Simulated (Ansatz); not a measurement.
KZnF$_{3}$ (cubic perovskite)

```xyz
10
Lattice="8.2549 0.0000 0.0000 4.1275 4.1275 0.0000 0.0000 0.0000 4.1275" Properties=species:S:1:pos:R:3 pbc="T T T"
K      0.0000     0.0000     0.0000
K      4.1275     0.0000     0.0000
Zn     2.0637     2.0637     2.0637
Zn     6.1912     2.0637     2.0637
F      8.2549     2.0637     2.0637
F      4.1275     2.0637     2.0637
F      2.0637     0.0000     2.0637
F      6.1912     0.0000     2.0637
F      2.0637     2.0637     0.0000
F      6.1912     2.0637     0.0000
```

The atoms are displaced by Q × the pattern below (from a DFPT mode at M = (0.5, 0.5, 0.0), largest move 1; Q in Å), at fixed cell. It is one choice among 2 degenerate patterns. (q is in reciprocal vectors of the primitive cell; the cell shown is doubled to hold the pattern.)

| atom | x | y | z |
|---|---|---|---|
| K1 | -0.514 | 0.000 | 0.000 |
| K2 | 0.514 | 0.000 | 0.000 |
| Zn3 | 0.000 | 1.000 | 0.000 |
| Zn4 | 0.000 | -1.000 | 0.000 |
| F9 | 0.000 | -0.936 | 0.000 |
| F10 | 0.000 | 0.936 | 0.000 |

Atoms not listed stay in place.

The numbers are results of PBE (plane waves to 420 eV, PAW, scalar-relativistic; Ansatz, a quantum-chemistry and plane-wave program), not measurements. k mesh 8×8×8 (Γ-centred), Fermi-Dirac smearing 0.05 eV. The energy includes the smearing's −TS. Compression counts positive. KZnF3 was relaxed with its symmetry unable to fall. ΔE is measured from the undisplaced structure.

```tsv
Q (Å)	ΔE (eV/cell)	−dE/dQ from forces (eV/Å)	P (GPa)
-0.100	0.2141	4.337	0.22
-0.083	0.1481	3.586	0.15
-0.067	0.0945	2.850	0.10
-0.050	0.0530	2.127	0.06
-0.033	0.0235	1.412	0.03
-0.017	0.0059	0.705	0.01
0.000	0.0000	0.000	0.01
0.017	0.0059	-0.705	0.01
0.033	0.0235	-1.412	0.03
0.050	0.0530	-2.127	0.06
0.067	0.0945	-2.850	0.10
0.083	0.1481	-3.586	0.15
0.100	0.2141	-4.337	0.22
```

Summary:

| Quantity | Value |
|---|---|
| Energy at Q = 0.100 Å | 214.1 meV/cell |
| Space group of the distorted cell | Cmmm (No. 65), lowered from Pm-3m |
| Symmetry of the curve | even: the same for both signs |
| Shape of the curve | a single well with its minimum at or next to zero displacement |
| Harmonic wavenumber from the curvature (finite differences) | 249 cm⁻¹ |
| Wavenumber by perturbation theory (DFPT, on another k mesh) | 249 cm⁻¹ |

(For displaced atoms, the force is minus the slope of the energy, and its curvature is a force constant, which sets phonon frequencies.)
